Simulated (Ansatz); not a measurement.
# Compressing TiC: a fit and a missing row

TiC, Fm-3m, a = 4.293 Å. Ansatz: PBEsol, PAW, 420 eV, Γ-centred 16×16×16 mesh on 2 atoms, Gaussian smearing 0.10 eV; no spin polarisation. Symmetry fixes shape and atoms, so the cell is only scaled; pressure is positive in compression.

| V (Å³/atom) | P (GPa) |
| --- | --- |
| 8.705 | ? |
| 9.002 | 30.37 |
| 9.299 | 18.68 |
| 9.596 | 8.63 |
| 9.892 | -0.02 |
| 10.189 | -7.46 |
| 10.486 | -13.87 |
| 10.882 | -21.05 |

**Question.** Take V0 = 9.892 Å³/atom, count pressures from its P0 = -0.02 GPa, fit the third-order Birch–Murnaghan form to the other rows, and predict the missing pressure.

**Answer.** With the Eulerian strain f = ½[(V0/V)^(2/3) − 1] and y = (P − P0)/[3f(1 + 2f)^(5/2)], the form is the line y = B0 + 1.5 B0 (B0′ − 4) f. Rows (f, y): 0.03244, 266.9; 0.02104, 267.3; 0.01023, 267.9; -0.00976, 266.9; -0.01907, 266.8; -0.03080, 266.8. Means f = 0.0006800, y = 267.10; Σ(Δf)² = 0.003004, ΣΔfΔy = 0.02282; the slope is their ratio. y = 267.1 + 7.594 f GPa, so B0 = 267.1 GPa and B0′ = 4 + 2 × (7.594)/(3 × 267.1) = 4.02. At V = 8.705, f = 0.04448, y = 267.44 and P = 44.14 GPa. The run gave 43.98 GPa, so the fit is 0.16 GPa too high, a small miss on the scale of the series.